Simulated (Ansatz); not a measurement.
Carriers in RbLuSe$_{2}$ (R-3m)

```
CELL_PARAMETERS angstrom
2.04607 1.18130 7.84464
-2.04607 1.18130 7.84464
0.00000 -2.36260 7.84464
ATOMIC_POSITIONS crystal
Rb 0.00000 0.00000 0.00000
Lu 0.50000 0.50000 0.50000
Se 0.23143 0.23143 0.23143
Se 0.76857 0.76857 0.76857
```

Level of theory, where no other is named: PBEsol, all-electron LAPW in Ansatz 0.2.0, scalar-relativistic. k mesh 6×6×6, fixed occupations, basis error target 1 meV/atom. The cell was relaxed by PAW under this functional.

Extrema are searched on a 10×10×10 mesh and refined by Newton steps; masses come from band slopes 0.005 Å⁻¹ away, 1/m* = (1/ħ²) d²E/dk², negative for holes (the finite step makes the lightest masses up to about 3 % heavy). k is in units of the reciprocal vectors.

Task: Where are the band edges, and is the gap direct?

Result: The valence maximum lies at Gamma (0.000, 0.000, 0.000) and the conduction minimum at F (0.000, -0.500, -0.500), so the Kohn-Sham gap of 1.757 eV is indirect; the least direct gap on the mesh is 2.535 eV. A further conduction extremum at Gamma (0.000, 0.000, 0.000) lies 0.777 eV from the edge (1 equivalent point).

Task: What are the electron masses at the edge?

Result: The principal masses are 0.251, 0.477, 1.79 mₑ. One valley has a density-of-states mass (m₁m₂m₃)^(1/3) = 0.599; 3 valleys give N^(2/3) times that, 1.25; the direction-averaged conductivity mass 3/Σ(1/mᵢ) is 0.452 mₑ.

Task: Several bands lie at or near the hole edge, or its surface isn't an ellipsoid. What are the masses by direction?

Result: 

```csv
direction,branch from the edge,its level at the point (eV from the edge),m*/mₑ
x,1,0.000,-0.656
x,2,0.000,-0.159
x,3,-0.384,3.13
y,1,0.000,-0.656
y,2,0.000,-0.159
y,3,-0.384,3.13
z,1,0.000,-2.12
z,2,0.000,-2.12
z,3,-0.384,-0.231
x+y,1,0.000,-0.656
x+y,2,0.000,-0.159
x+y,3,-0.384,3.13
x+z,1,0.000,-1.02
x+z,2,0.000,-0.295
x+z,3,-0.384,-0.499
y+z,1,0.000,-0.845
y+z,2,0.000,-0.313
y+z,3,-0.384,-0.499
x+y+z,1,0.000,-0.956
x+y+z,2,0.000,-0.223
x+y+z,3,-0.384,-0.813
```

Task: Along the Cartesian direction z the conduction slope is 0.06196 eV·Å one step out. What is it four steps out, and what does that say?

Result: 0.2469 eV·Å, 3.985 times the first; a parabola would give 4, so the band is nearly parabolic here.

Task: What electronic dielectric constant and refractive index follow from the same bands (independent particles)?

Result: ε∞ = (6.85, 6.85, 6.04), so n ≈ √ε∞ = 2.57 (mean over directions) well under the gap and the normal reflectivity is ((n − 1)/(n + 1))² = 0.193. Local fields, left out here, lower ε∞ by several per cent.

Task: What gap does PAW give in the same cell?

Result: 1.757 eV, 0 meV from the LAPW value.

Task: Cells strained by ±0.5 % (all lengths, zz alone, equal engineering shears γ in yz, zx, xy; ions relaxed) give deformation potentials. How do the edge levels move, in eV per unit strain against the centre of the top valence set?

Result: 

```csv
point,k,side,bands,level (eV),d/dlnV,d/dε_zz,d/dγ,split/ε_zz,split/γ
Gamma,0.00 0.00 0.00,valence,2,0.000,0.00,0.00,0.00*,0.00,4.09
Gamma,0.00 0.00 0.00,conduction,1,2.535,-2.53,-10.54,0.00*,–,–
F,0.00 0.50 0.50,conduction,1,1.757,2.96,0.23,0.26,–,–
F,0.50 0.00 0.50,conduction,1,1.757,2.96,0.23,-0.39,–,–
F,0.50 0.50 0.00,conduction,1,1.757,2.96,0.23,0.13,–,–
T,-0.50 -0.50 -0.50,valence,2,-0.116,0.50,0.99,0.00,0.00,3.51
T,-0.50 -0.50 -0.50,conduction,1,3.050,-1.05,-0.52,0.00,–,–
L,-0.50 0.00 0.00,valence,1,-1.067,0.78,1.40,3.20,–,–
L,-0.50 0.00 0.00,conduction,1,2.197,2.03,-1.31,0.67,–,–
L,0.00 -0.50 0.00,valence,1,-1.067,0.78,1.40,-3.51,–,–
L,0.00 -0.50 0.00,conduction,1,2.197,2.03,-1.31,-0.50,–,–
L,0.00 0.00 -0.50,valence,1,-1.067,0.78,1.40,0.31,–,–
L,0.00 0.00 -0.50,conduction,1,2.197,2.03,-1.31,-0.17,–,–
```

Sets with another level within 0.15 eV are left out, since it mixes in under strain; the reference set stays in any case. Entries marked * vanish by symmetry to first order; what they show is the residue of the finite step. These cells use a basis error target of 0.5 meV/atom.

Known limits: no spin-orbit coupling on heavy atoms; semilocal gaps are low, and what follows the gap (onsets, screening, light masses) shifts with it; without spin-orbit coupling, bands that meet at the valence top are not the light and heavy holes of experiment; the frozen-core PAW files of the compared runs were fitted under PBE, their cores solved anew for this functional.
